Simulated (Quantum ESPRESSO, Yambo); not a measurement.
**Levels of theory for the gap of CsHF$_{2}$**

CsHF$_{2}$ (space group I4/mcm, No. 140): one geometry, one set of PBEsol (Quantum ESPRESSO, PseudoDojo norm-conserving, 84 Ry, scalar-relativistic) orbitals, self-energies from Yambo (2×2×2 Γ-centred k mesh, 207 bands and a 7 Ry block in the screening, 207 bands in G with the Bruneval-Gonze terminator, plasmon pole fitted at 27.2 eV).

The geometry is that of Materials Project entry mp-24668, symmetrised and not relaxed again.

```json
[
 {"level": "PBEsol (Quantum ESPRESSO)", "gap Γ → Γ (eV)": "6.56", "rough Yambo cost": "–"},
 {"level": "exchange only (Hartree-Fock self-energy on PBEsol orbitals)", "gap Γ → Γ (eV)": "17.99", "rough Yambo cost": "about 1/7 (8 states)"},
 {"level": "static COHSEX@PBEsol", "gap Γ → Γ (eV)": "11.21", "rough Yambo cost": "within a factor of two (2 states)"},
 {"level": "G0W0@PBEsol, plasmon pole", "gap Γ → Γ (eV)": "10.08", "rough Yambo cost": "1 (8 states)"}
]
```

Bare exchange has no screening and gives the widest gap; static COHSEX screens it but leaves out the frequency dependence, which G0W0 restores.

Costs are rough ratios of core time on shared machines.

Nearest settings tried, and what they do to the gap: 133 bands in G: +6 meV; 133 bands in W, 133 bands in G: +57 meV; 6 Ry block (265 vectors against 315): +9 meV. Not varied: mesh. So the settings aren't converged at that level. The k mesh is coarse.

The structure is a Materials Project entry; no match was found in the copy of COD used, and its stability was not checked.
